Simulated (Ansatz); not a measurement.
**InGa₃P₄ (I-42m)**

All numbers below come from Ansatz 0.2.0, DFT PBE, scalar-relativistic, plane waves, PAW.

Cutoff 420 eV; k points 8×8×8 on the computed 8-atom cell (Γ-centred); Gaussian smearing, width 0.02 eV; no spin polarisation.

The structure is relaxed at this level of theory with its symmetry kept, and needn't be the ground state of this composition.

```cif
data_structure
_symmetry_space_group_name_H-M 'P 1'
_symmetry_Int_Tables_number 1
_cell_length_a 6.8752
_cell_length_b 6.8752
_cell_length_c 6.8752
_cell_angle_alpha 131.747
_cell_angle_beta 131.747
_cell_angle_gamma 70.628
_cell_volume 177.22
loop_
_atom_site_label
_atom_site_type_symbol
_atom_site_fract_x
_atom_site_fract_y
_atom_site_fract_z
_atom_site_occupancy
In1 In 0.50000 0.50000 0.00000 1
Ga1 Ga 0.75000 0.25000 0.50000 1
Ga2 Ga 0.00000 0.00000 0.00000 1
Ga3 Ga 0.25000 0.75000 0.50000 1
P1 P 0.10673 0.63296 0.00000 1
P2 P 0.36704 0.36704 0.47377 1
P3 P 0.63296 0.10673 0.00000 1
P4 P 0.89327 0.89327 0.52623 1
```

| Quantity | Value |
| --- | --- |
| Space group | I-42m (No. 121) |
| Volume per atom | 22.15 Å³ |
| Formation energy from the elements' standard states (uncorrected) | -0.373 eV/atom |
| Kohn–Sham band gap | 1.16 eV |
| Orbital (Löwdin) character of the top 1 eV of the valence band | P 3p 78 %, Ga 4p 11 %, In 5p 8 % |
| Orbital (Löwdin) character of the lowest 1 eV of the conduction band | Ga 4p 23 %, Ga 4s 20 %, P 3p 19 %, P 3s 18 %, unprojected 8 % |
| Bader charge by site (e) | In (1 in the cell) 0.87, Ga (2 in the cell) 0.84, Ga (1 in the cell) 0.84, P (4 in the cell) -0.85 |

The cell was found from a structure generator's guess, not taken from experiment. Kohn–Sham gaps at this level usually fall short of measured ones. Löwdin shares on free-atom orbitals overweight diffuse shells in the empty bands.
